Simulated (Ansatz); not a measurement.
NiSb:
```
NiSb
1.0
    3.97416     0.00000     0.00000
   -1.98708     3.44172     0.00000
    0.00000     0.00000     5.15929
Ni Sb
2 2
Direct
  0.00000   0.00000   0.00000
  0.00000   0.00000   0.50000
  0.33333   0.66667   0.25000
  0.66667   0.33333   0.75000
```

Relaxed with PBE. Special points in fractions of this cell's reciprocal vectors: Γ (0.000, 0.000, 0.000); M (0.500, 0.000, 0.000); K (0.333, 0.333, 0.000); A (0.000, 0.000, 0.500); L (0.500, 0.000, 0.500); H (0.333, 0.333, 0.500).

Problem. List the band energies nearest the Fermi level at these points for DFT-PBE in the program Ansatz with PAW potentials.

Solution. In eV from the Fermi level; about four levels below and three above (degenerate sets whole), none deeper than 8.9 eV; points with the same levels are listed once.

```
k                          below                          above
-  -----------------------------  -----------------------------
Γ  -2.03 -2.03 -1.27 -1.27 -0.01            0.51 0.51 2.37 2.37
M        -1.54 -1.33 -1.26 -0.41                 1.11 3.40 3.84
K        -1.30 -1.30 -0.59 -0.59                 0.60 0.60 2.80
A        -2.01 -2.01 -2.01 -2.01  0.15 0.15 1.98 1.98 1.98 1.98
L        -1.84 -1.84 -1.74 -1.74            0.18 0.18 1.58 1.58
H        -1.37 -1.37 -1.24 -1.24            4.12 4.12 7.21 7.21
```

Space group P6_3/mmc (NiAs type). The cell was relaxed with PBE under the symmetry of its start; of distortions, only those at the zone centre were tested. The workflow began spin-polarised and lost its moments. Spin–orbit coupling is left out wherever it is not named.

Potentials: the later of the program's two PAW sets.
